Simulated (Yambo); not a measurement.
A G0W0@PBEsol run in Yambo for CsAsF6 (space group R-3, No. 148) (2×2×2 Γ-centred k mesh, 258 bands and a 8 Ry block in the screening, 258 bands in G with the Bruneval-Gonze terminator, plasmon pole fitted at 27.2 eV) gives these matrix elements, in eV, at the band edges (Γ → Γ):

```json
[
 {"state": "valence edge", "E0": "0.000", "<Vxc>": "-22.969", "<Σx>": "-31.128", "<Σc(E0)>": "4.999", "Z": "0.816"},
 {"state": "conduction edge", "E0": "5.673", "<Vxc>": "-18.028", "<Σx>": "-13.385", "<Σc(E0)>": "-2.466", "Z": "0.864"}
]
```

Problem. Solve the linearised quasiparticle equation for both states, give the gap, and say how exchange and correlation each act on it.

Solution. E = E0 + Z(Σx + Σc − Vxc). Valence: 0.000 + 0.816 × (-31.128 + (4.999) − (-22.969)) = -2.58 eV. Conduction: 5.673 + 0.864 × (-13.385 + (-2.466) − (-18.028)) = 7.55 eV. The gap is 10.13 eV, against 5.67 eV in PBEsol. Replacing Vxc by bare exchange alone would open it by 12.80 eV; correlation takes back 7.46 eV of that, and Z scales what is left. Nearest settings tried, and what they do to the gap: 201 bands in W, 201 bands in G: +40 meV; 6 Ry block (225 vectors against 371): +60 meV; 1×1×1 mesh: -224 meV. So the settings aren't converged at that level. The k mesh is coarse. Spin-orbit splittings are left out.

The standard potential for As keeps a d shell in the valence without the s and p states of that shell. In tests on such compounds this moved G0W0 gaps by up to about 0.9 eV, so absolute quasiparticle energies here are unreliable; differences between settings are what counts.

Geometry of the Materials Project entry, not relaxed at this level; primitive cell a = 5.167 Å, b = 5.167 Å, c = 5.167 Å, α = 96.53°, β = 96.53°, γ = 96.53°.

The structure is a Materials Project entry; no match was found in the copy of COD used, and its stability was not checked.
